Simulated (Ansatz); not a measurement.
# Calculated ¹¹B NMR of the central transition for BN

Cell: an entry of the Crystallography Open Database (COD) whose atoms were relaxed with PBE, the cell held.

```yaml
crystal:
  lattice:
    - [2.54000, 0.00000, 0.00000]
    - [-1.27000, 2.19970, 0.00000]
    - [0.00000, 0.00000, 6.59800]
  atoms:
    - { symbol: B, position: [0.33333, 0.66667, 0.25000] }
    - { symbol: B, position: [0.66667, 0.33333, 0.75000] }
    - { symbol: N, position: [0.33333, 0.66667, 0.75000] }
    - { symbol: N, position: [0.66667, 0.33333, 0.25000] }
```

Atoms are numbered from 1 in the order listed; like atoms form one site, named after its first atom.

Method: Kohn–Sham DFT in Ansatz, LDA, plane waves and PAW, scalar-relativistic, 420 eV cutoff, Γ-centred 13×13×5 k-points, Fermi–Dirac smearing 0.02 eV.

¹¹B has I = 3/2 and Q = 40.59 mb (Pyykkö 2018); at 11.7 T its Larmor frequency is ν₀ = 159.9 MHz. Only the quadrupole interaction is simulated: positions count from each site's isotropic chemical shift, and J coupling is left out, as are shift anisotropy and dipolar coupling, which fast spinning averages.

Task: Simulate the second-order pattern (fast magic-angle spinning, Gaussian broadening 0.09 kHz) of site B (3 N at 1.47 Å).

Result: The calculation gives C_Q = 2.71 MHz and η = 0.00, so ν_Q = 1.36 MHz and the centre of gravity lies at -7.21 ppm (-1.15 kHz).

```json
{"offset (kHz)": "-2.994", "height": "0"}
{"offset (kHz)": "-2.906", "height": "1"}
{"offset (kHz)": "-2.818", "height": "4"}
{"offset (kHz)": "-2.730", "height": "5"}
{"offset (kHz)": "-2.642", "height": "5"}
{"offset (kHz)": "-2.553", "height": "5"}
{"offset (kHz)": "-2.465", "height": "5"}
{"offset (kHz)": "-2.377", "height": "5"}
{"offset (kHz)": "-2.289", "height": "5"}
{"offset (kHz)": "-2.201", "height": "5"}
{"offset (kHz)": "-2.113", "height": "6"}
{"offset (kHz)": "-2.024", "height": "6"}
{"offset (kHz)": "-1.936", "height": "6"}
{"offset (kHz)": "-1.848", "height": "30"}
{"offset (kHz)": "-1.760", "height": "78"}
{"offset (kHz)": "-1.672", "height": "53"}
{"offset (kHz)": "-1.583", "height": "42"}
{"offset (kHz)": "-1.495", "height": "38"}
{"offset (kHz)": "-1.407", "height": "35"}
{"offset (kHz)": "-1.319", "height": "34"}
{"offset (kHz)": "-1.231", "height": "33"}
{"offset (kHz)": "-1.143", "height": "33"}
{"offset (kHz)": "-1.054", "height": "34"}
{"offset (kHz)": "-0.966", "height": "35"}
{"offset (kHz)": "-0.878", "height": "36"}
{"offset (kHz)": "-0.790", "height": "39"}
{"offset (kHz)": "-0.702", "height": "43"}
{"offset (kHz)": "-0.614", "height": "51"}
{"offset (kHz)": "-0.525", "height": "70"}
{"offset (kHz)": "-0.437", "height": "100"}
{"offset (kHz)": "-0.349", "height": "22"}
{"offset (kHz)": "-0.261", "height": "0"}
```

An axis of threefold or higher order runs through B, so V_zz lies along it and η is zero.

At this cell the LDA pressure is -14 GPa (principal stresses up to 21 GPa in size), so with LDA the cell would shrink if it were relaxed.

The run took 1.9 s of wall time (1.8 s of CPU time) and 0.38 GiB at its peak, on 1 thread of Intel Xeon Platinum 8488C (Sapphire Rapids) (x86_64; 16 cores open to the job, memory cap 3.0 GiB, no GPU), a shared host with a load of 0.2 a core.
